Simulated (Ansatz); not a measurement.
Li2H6Pt:
```cif
data_H24Li8Pt4
_chemical_formula_sum 'Li8 H24 Pt4'
_space_group_name_H-M_alt 'Fm-3m'
_space_group_IT_number 225
_space_group_name_Hall '-F 4 2 3'
_cell_length_a 6.60584
_cell_length_b 6.60584
_cell_length_c 6.60584
_cell_angle_alpha 90.000
_cell_angle_beta 90.000
_cell_angle_gamma 90.000
loop_
_atom_site_label
_atom_site_type_symbol
_atom_site_symmetry_multiplicity
_atom_site_Wyckoff_symbol
_atom_site_fract_x
_atom_site_fract_y
_atom_site_fract_z
_atom_site_occupancy
Li1 Li 8 c 0.25000 0.25000 0.25000 1
H1 H 24 e 0.00000 0.00000 0.24830 1
Pt1 Pt 4 a 0.00000 0.00000 0.00000 1
```
(The calculation used a cell of 9 atoms; values per cell refer to that cell.)

Relaxed with PBEsol.

Task: Give the optical modes at the zone centre with their infrared activity from DFPT, PBEsol (plane waves, PAW; program Ansatz).

Result: Transverse frequencies, without the LO–TO term; a row sums one degenerate level.

```tsv
ω (cm⁻¹)	degeneracy	IR ((D/Å)²/amu)	activity	symmetry
189	3	0.00	IR-inactive	T1g
193	3	23.76	IR	T1u
234	3	0.00	IR-inactive	T2g
789	3	0.00	IR-inactive	T2u
792	3	0.00	IR-inactive	T2g
852	3	10.08	IR	T1u
1848	3	85.97	IR	T1u
2128	2	0.00	IR-inactive	Eg
2135	1	0.00	IR-inactive	A1g
```

Task: How high does the top mode go among those that the LO–TO term moves?

Result: 1900 cm⁻¹ for q along x.

The first step of the workflow began from a Materials Project structure, measured or hypothetical; the Crystallography Open Database copy checked does not list it. Whether it is the stable phase at ambient conditions was not checked. The cell was relaxed with PBEsol under the symmetry of its start; of distortions, only those at the zone centre were tested. No spin polarisation was allowed. Spin–orbit coupling is left out wherever it is not named.

Potentials: the later of the program's two PAW sets.
